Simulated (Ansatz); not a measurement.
InP:
```
CELL_PARAMETERS angstrom
      0.00000     2.95362     2.95362
      2.95362     0.00000     2.95362
      2.95362     2.95362     0.00000
ATOMIC_POSITIONS crystal
  In 0.00000 0.00000 0.00000
  P  0.75000 0.75000 0.75000
```

Relaxed with r²SCAN. Special points in fractions of this cell's reciprocal vectors: Γ (0.000, 0.000, 0.000); X (0.500, 0.000, 0.500); U (0.625, 0.250, 0.625); K (0.375, 0.375, 0.750); L (0.500, 0.500, 0.500); W (0.500, 0.250, 0.750).

Question: List the band energies nearest the valence-band maximum at these points for r²SCAN in the plane-wave PAW code Ansatz.

Answer: In eV from the valence-band maximum; about four levels below and three above (degenerate sets whole), none deeper than 8.9 eV; points with the same levels are listed once.

```tsv
k	below	above
Γ	0.00 0.00 0.00	1.02 4.42 4.42 4.42
X	-5.77 -2.33 -2.33	2.04 2.54 9.72
U	-5.62 -3.30 -1.95	2.64 4.69 7.93
L	-5.75 -0.97 -0.97	1.79 5.14 5.14
W	-5.61 -2.96 -2.90	4.57 4.68 5.97
```

Space group F-43m (zinc blende). Symmetry was held in the r²SCAN relaxation. Spin–orbit coupling is left out wherever it is not named.

Potentials: the earlier of the program's two PAW sets.
